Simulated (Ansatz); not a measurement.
The start is a generated cell, Te2Mo placed in the AFLOW prototype A2B_hP9_152_c_a (as in SiO2). The cell and all atomic positions are relaxed at zero pressure with PBE (plane waves to 420 eV, PAW, scalar-relativistic; Ansatz, a quantum-chemistry and plane-wave program). The first steps use a coarse 4×4×3 k-mesh.

Starting cell:
```yaml
crystal:
  lattice:
    - [6.68744, 0.00000, 0.00000]
    - [-3.34372, 5.79149, 0.00000]
    - [0.00000, 0.00000, 7.35700]
  atoms:
    - { symbol: Mo, position: [0.46990, 0.00000, 0.83333] }
    - { symbol: Mo, position: [0.00000, 0.46990, 0.16667] }
    - { symbol: Mo, position: [0.53010, 0.53010, 0.50000] }
    - { symbol: Te, position: [0.41300, 0.26680, 0.71400] }
    - { symbol: Te, position: [0.73320, 0.14620, 0.04734] }
    - { symbol: Te, position: [0.85380, 0.58700, 0.38067] }
    - { symbol: Te, position: [0.14620, 0.73320, 0.95266] }
    - { symbol: Te, position: [0.26680, 0.41300, 0.28600] }
    - { symbol: Te, position: [0.58700, 0.85380, 0.61933] }
```

**Question.** By how much does the energy per atom fall from start to end?

**Answer.** About 2.0 eV/atom.

**Question.** How does the volume per atom move from start to end?

**Answer.** +28.6 %, from 31.66 to 40.71 Å³/atom.

**Question.** What band gap does the relaxed structure have at this level?

**Answer.** Zero (metallic).

**Question.** What does it relax into? Give the structure.

**Answer.** 
```cif
data_Mo3Te6
_chemical_formula_sum 'Mo3 Te6'
_space_group_name_H-M_alt 'P3121'
_space_group_IT_number 152
_space_group_name_Hall 'P 31 2"'
_cell_length_a 7.41288
_cell_length_b 7.41288
_cell_length_c 7.69900
_cell_angle_alpha 90.000
_cell_angle_beta 90.000
_cell_angle_gamma 120.000
loop_
_atom_site_label
_atom_site_type_symbol
_atom_site_symmetry_multiplicity
_atom_site_Wyckoff_symbol
_atom_site_fract_x
_atom_site_fract_y
_atom_site_fract_z
_atom_site_occupancy
Mo1 Mo 3 b 0.55207 0.55207 0.50000 1
Te1 Te 6 c 0.69373 0.08177 0.09604 1
```

The space group stays P3₁21 (No. 152) (the run could not lower it); the end is AFLOW prototype A2B_hP9_152_c_a (as in SiO2), with 9 atoms in the primitive cell. Final values are on a 7×7×6 k-mesh of the relaxed cell. The start holds a very short contact (Mo–Te 2.19 Å). No spin polarisation in the result. A magnetic state may lie lower.

The run could not lose the symmetry of its start: the end is stationary, and may be a saddle point rather than a minimum.

The relaxed structure here is a generated cell of Te2Mo: the first start was made by placing the elements on the sites of a structure type, and the end was not matched to a known phase here, so it may be hypothetical. Known forms of Te2Mo include space group No. 194.
